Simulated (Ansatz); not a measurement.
Li (9R (Sm type), space group No. 166) under volume change, LDA (plane waves, PAW; program Ansatz), shape and atoms relaxed at each volume.

```tsv
V (Å³/atom)	E − E(relaxed) (meV/atom)	P (GPa)
17.244	8.3	1.66
17.812	[?]	[?]
18.380	[?]	[?]
18.949	0.0	0.00
19.517	0.8	-0.42
20.086	2.9	-0.79
20.654	6.3	-1.12
```

Problem. Some entries are withheld; supply them.

Solution. 
- 17.812, E − E(relaxed) (meV/atom): 3.5
- 17.812, P (GPa): 1.03
- 18.380, E − E(relaxed) (meV/atom): 0.8
- 18.380, P (GPa): 0.48

Problem. What does a third-order Birch–Murnaghan fit give for V₀, B₀ and B′?

Solution. V₀ = 18.95 Å³/atom, B₀ = 15.0 GPa, B′ = 3.4.

Space group R-3m (9R (Sm type)). The first step of the workflow began from a Materials Project structure, measured or hypothetical; the Crystallography Open Database files this formula in space group No. 166, but the cells were not matched. It is not the phase usual at ambient conditions (space group No. 229). The LDA relaxation kept the symmetry of its start; of distortions, only those at the zone centre were tested.

Potentials: the later of the program's two PAW sets.
